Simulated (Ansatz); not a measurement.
## CaZn: do energies and stresses tell the same story?

Method: DFT r2SCAN, scalar-relativistic, plane waves, PAW in Ansatz 0.2.0.

Plane waves to 500 eV, a k mesh through Γ of 12×12×12 on the computed 2-atom cell and Gaussian smearing (0.10 eV); no spin polarisation.

Relaxed cell: Pm-3m, a = 3.653 Å, b = 3.653 Å, c = 3.653 Å, α = 90.00°, β = 90.00°, γ = 90.00°, 2 atoms in the primitive cell. Whether it is the stable form of this composition wasn't checked.

Energies at zero smearing and pressures from the stress tensor, at volumes with shape and atoms relaxed:
```tsv
V (Å³/atom)	E − E(first) (meV/atom)	P (GPa)
22.909	0.00	2.60
23.640	-8.56	1.21
24.371	-11.23	0.02
25.103	-8.88	-0.99
25.834	-2.27	-1.86
```

Task: Check P = −dE/dV between neighbouring volumes, and get the bulk modulus from the pressures alone.

Result: With 1 eV/Å³ = 160.2 GPa:
```tsv
middle V (Å³/atom)	−ΔE/ΔV (GPa)	mean P (GPa)
23.275	1.876	1.903
24.006	0.584	0.618
24.737	-0.515	-0.483
25.468	-1.447	-1.424
```

The two differ by 0.03 GPa at most. The mean of two end pressures misses the average over a step by about ΔV² P″/12, up to 0.02 GPa here; with that taken off 0.02 GPa remains. Around V = 24.371 Å³/atom, the two neighbours give B = −V ΔP/ΔV = 24.371 × 2.20 / 1.462 = 36.7 GPa, against B0 = 36.5 GPa from the Birch–Murnaghan fit of the energies.